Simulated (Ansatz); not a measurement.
Si:
```cif
data_Si8
_chemical_formula_sum 'Si8'
_space_group_name_H-M_alt 'Fd-3m :1'
_space_group_IT_number 227
_space_group_name_Hall 'F 4d 2 3 -1d'
_cell_length_a 5.43359
_cell_length_b 5.43359
_cell_length_c 5.43359
_cell_angle_alpha 90.000
_cell_angle_beta 90.000
_cell_angle_gamma 90.000
loop_
_atom_site_label
_atom_site_type_symbol
_atom_site_symmetry_multiplicity
_atom_site_Wyckoff_symbol
_atom_site_fract_x
_atom_site_fract_y
_atom_site_fract_z
_atom_site_occupancy
Si1 Si 8 a 0.00000 0.00000 0.00000 1
```
(The calculation used a cell of 2 atoms; values per cell refer to that cell.)

Relaxed with PBEsol. PBEsol in the plane-wave PAW code Ansatz gives a gap of 0.46 eV.

What gap does HSE06 give on the same cell (Ansatz, PAW)?

1.13 eV, 0.67 eV more. The hybrid was solved on a coarser mesh and at special points; its gap is the smallest among all of these.

```json
[
 {"k": "Γ", "v1 PBEsol": "0.00", "c1 PBEsol": "2.52", "v1 HSE06": "0.00", "c1 HSE06": "3.31"},
 {"k": "X", "v1 PBEsol": "-2.87", "c1 PBEsol": "0.60", "v1 HSE06": "(withheld)", "c1 HSE06": "(withheld)"},
 {"k": "L", "v1 PBEsol": "-1.20", "c1 PBEsol": "1.46", "v1 HSE06": "(withheld)", "c1 HSE06": "(withheld)"},
 {"k": "W", "v1 PBEsol": "-3.90", "c1 PBEsol": "4.18", "v1 HSE06": "(withheld)", "c1 HSE06": "(withheld)"},
 {"k": "K", "v1 PBEsol": "-2.44", "c1 PBEsol": "1.10", "v1 HSE06": "(withheld)", "c1 HSE06": "(withheld)"}
]
```

Top valence (v1) and lowest conduction level (c1) in eV from each method's valence maximum (which need not be a listed point): supply the withheld HSE06 values.


- K, v1 HSE06: -2.66
- K, c1 HSE06: 1.81
- L, v1 HSE06: -1.31
- L, c1 HSE06: 2.22
- W, v1 HSE06: -4.20
- W, c1 HSE06: 5.03
- X, v1 HSE06: -3.14
- X, c1 HSE06: 1.28

Cost on shared cores: the PBEsol run (SCF on a 9×9×9 mesh, then bands and DOS) about 12 core-seconds (a rough figure), the HSE06 run (SCF on 7×7×7, then a few points) very roughly 100 core-seconds; the tasks are unlike.

The PBEsol relaxation kept the symmetry of its start.

Potentials: the earlier of the program's two PAW sets.
